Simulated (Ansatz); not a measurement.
NMR crystallography of GaAs with nitrogen replacing As: given against relaxed positions

Start: a supercell of GaAs (zinc blende type, F-43m) built from a COD entry, with all atoms left at the host's positions.

```cif
data_Ga27As26N
_symmetry_space_group_name_H-M 'F-43m'
_symmetry_Int_Tables_number 216
_cell_length_a 16.9611
_cell_length_b 16.9611
_cell_length_c 16.9611
_cell_angle_alpha 90.000
_cell_angle_beta 90.000
_cell_angle_gamma 90.000
loop_
_atom_site_label
_atom_site_type_symbol
_atom_site_symmetry_multiplicity
_atom_site_Wyckoff_symbol
_atom_site_fract_x
_atom_site_fract_y
_atom_site_fract_z
Ga1 Ga 16 e 0.4167 0.0833 0.4167
Ga3 Ga 24 g 0.7500 0.0833 0.7500
Ga5 Ga 48 h 0.7500 0.9167 0.5833
Ga14 Ga 4 d 0.7500 0.7500 0.7500
Ga18 Ga 16 e 0.0833 0.5833 0.9167
N N 4 a 0.5000 0.0000 0.5000
As29 As 48 h 0.6667 0.0000 0.6667
As32 As 16 e 0.8333 0.8333 0.6667
As36 As 16 e 0.1667 0.6667 0.8333
As42 As 24 f 0.0000 0.6667 0.0000
```

One atom of each set is listed; the run and its k-mesh use a cell of 54 atoms with edges of 11.99, 11.99, 11.99 Å.

Computed with Ansatz: DFT, PBE, plane waves and PAW, scalar-relativistic, 420 eV cutoff, Γ-centred 2×2×2 k-points, Fermi–Dirac smearing 0.01 eV.

The largest force at the start is 2.1 eV/Å. Relaxing the ions at fixed cell moves them by 0.361 Å at most (atom 1, Ga) and 0.105 Å rms.

| site | moved (Å) | first shell before | first shell after | V_zz before (10²¹ V/m²) | η before |
| --- | --- | --- | --- | --- | --- |
| Ga1 | 0.361 | 1 N at 2.45 Å, 3 As at 2.45 Å | 1 N at 2.09 Å, 3 As at 2.52 Å | 6.21 | 0.00 |
| Ga3 | 0.001 | 4 As at 2.45 Å | 4 As at 2.45–2.50 Å | 0.18 | 0.32 |
| Ga5 | 0.016 | 4 As at 2.45 Å | 4 As at 2.45–2.46 Å | 0.038 | 0.40 |
| Ga18 | 0.012 | 4 As at 2.45 Å | 4 As at 2.45 Å | 0.029 | 0.00 |
| N | 0.000 | 4 Ga at 2.45 Å | 4 Ga at 2.09 Å | 0.00 | – |
| As29 | 0.075 | 4 Ga at 2.45 Å | 4 Ga at 2.45–2.52 Å | 1.06 | 0.14 |
| As32 | 0.001 | 4 Ga at 2.45 Å | 4 Ga at 2.45 Å | 0.014 | 0.00 |
| As36 | 0.008 | 4 Ga at 2.45 Å | 4 Ga at 2.45 Å | -0.032 | 0.00 |
| As42 | 0.010 | 4 Ga at 2.45 Å | 4 Ga at 2.45–2.46 Å | 0.049 | 0.99 |

Question: What are V_zz and η after the relaxation?

Answer: 

```csv
site,V_zz after,η after,change of V_zz
Ga1,-1.50,0.00,-7.71
Ga3,-1.77,0.38,–
Ga5,0.58,0.39,–
Ga18,0.40,0.00,+0.37
N,0.00,–,0.00
As29,4.46,0.09,+3.40
As32,-0.24,0.00,-0.25
As36,-0.76,0.00,-0.73
As42,-0.18,0.86,–
```

The largest change of V_zz along a kept axis is on Ga1, from 6.21 to -1.50. Small gradients that grow severalfold: Ga3 (0.18 to -1.77). V_zz changes sign on Ga1 (same axis). On Ga3, As42, Ga5 the largest principal value lies along another axis in the second run, so the two V_zz can't be compared directly. Other sites without a gradient aren't listed. The electronic state changes along with the positions (the gap closes), so the changes aren't those of geometry alone.

The defect repeats with the cell of 54 atoms, so it feels its images: sites between two images don't show the values beside a lone defect, and zeros or small values of η there can come from the images' arrangement.
Before: With a gap of 0.3 eV on this mesh, small gradients can still move by 0.1 × 10²¹ V/m² or more as the k-mesh gets denser. The neighbours have not yet relaxed around the defect (largest force 2.1 eV/Å), so a real crystal will differ.
After: The run isn't spin-polarised, and a state with spin may lie lower. The relaxation keeps the site symmetry -43m of the start, so the impurity can't leave its site; a distortion that would localise the partly filled state isn't explored. The defect cell has no gap above 0.1 eV on its mesh, so the values can hang on the smearing and the k-mesh.
